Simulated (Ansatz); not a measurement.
Nb:
Space group P6/mmm (No. 191); a = b = 4.8329 Å, c = 2.6463 Å, α = β = 90.00°, γ = 120.00°

| atom | site | symmetry | x | y | z |
|---|---|---|---|---|---|
| Nb | 1a | 6/mmm | 0.0000 | 0.0000 | 0.0000 |
| Nb | 2d | -6m2 | 0.3333 | 0.6667 | 0.5000 |

Relaxed at zero pressure with PBEsol (plane waves, PAW; program Ansatz).

Task: The volume is raised by 6 % and shape and atoms relax at that volume. What pressure results, and how do the axes share the change?

Result: -9.1 GPa; a 2.1 %, b 2.1 %, c 1.7 %; the energy rises by 32 meV/atom.

Task: Give the new structure.

Result: 
Space group P6/mmm (No. 191); a = 4.935 Å, b = 4.935 Å, c = 2.690 Å, α = 90.00°, β = 90.00°, γ = 120.00°

```csv
atom,site,symmetry,x,y,z
Nb,1a,6/mmm,0.0000,0.0000,0.0000
Nb,2d,-6m2,0.3333,0.6667,0.5000
```

The phase is kept; no other phase was compared at this pressure.

The start of the workflow was typed in or built on a structure type; neither database checked (COD, Materials Project) lists it. It is not the phase usual at ambient conditions (space group No. 229). The PBEsol relaxation kept the symmetry of its start. At this level the phase is dynamically unstable (imaginary phonons). The run is not spin-polarised. Axis ratios of metals converge slowly with the k-mesh, so a and c are less sure than the volume.

Potentials: the earlier of the program's two PAW sets. The files were generated under PBE; for other functionals the program regenerates the frozen cores, and for LDA and PBEsol the local potential too.
